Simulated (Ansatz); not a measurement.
# SrCd: stiffness from a series of strains

```xyz
2
Lattice="4.0030 0.0000 0.0000 0.0000 4.0030 0.0000 0.0000 0.0000 4.0030" Properties=species:S:1:pos:R:3 pbc="T T T"
Sr    2.0015    2.0015    2.0015
Cd    0.0000    0.0000    0.0000
```

Atom numbers follow the list: Sr1, Cd2.

The conventional cell has a = 4.003 Å, b = 4.003 Å, c = 4.003 Å, α = 90.00°, β = 90.00°, γ = 90.00°. Around Sr (atom 1) lie 8 Cd at 3.47 Å. Cd (atom 2) has 8 Sr at 3.47 Å as nearest neighbours.

The cell is COD entry 2310286, as deposited and not checked against the literature; nothing was relaxed.

All numbers below come from DFT, LDA, all-electron LAPW, scalar-relativistic (Ansatz 0.2.0).

Settings: a Γ-centred 10×10×10 k mesh, Fermi–Dirac smearing of 0.08 eV, basis error target 0.5 meV/atom, no spin polarisation.

The strain is applied along the Cartesian axes of the cell as listed (γ is the engineering shear, twice εxy = εyz = εzx). Fractional coordinates are held (clamped ions).

σ is the change of stress from the unstrained cell, which is at -2.06 GPa; tension is positive, so slopes are stress–strain coefficients at that pressure. In a metal the k mesh adds noise.

Only quantities that a quadratic follows smoothly over the whole series are listed; rougher ones are left out.

| γ | σxy (GPa) |
| --- | --- |
| -0.0200 | -0.42 |
| -0.0100 | -0.20 |
| 0.0000 | 0.00 |
| 0.0200 | 0.37 |

Q: Fit the series and read off the stiffness at zero strain.

A: Least-squares fits y = p0 + p1 x + p2 x² to the rows give σxy (GPa): p1 = 19.7, p2 = -66. So C44 (clamped ions) = 20 GPa.

Q: One run, at γ = 0.0100, is withheld. Predict its row.

A: The fits give 0.19; the run gave 0.19.
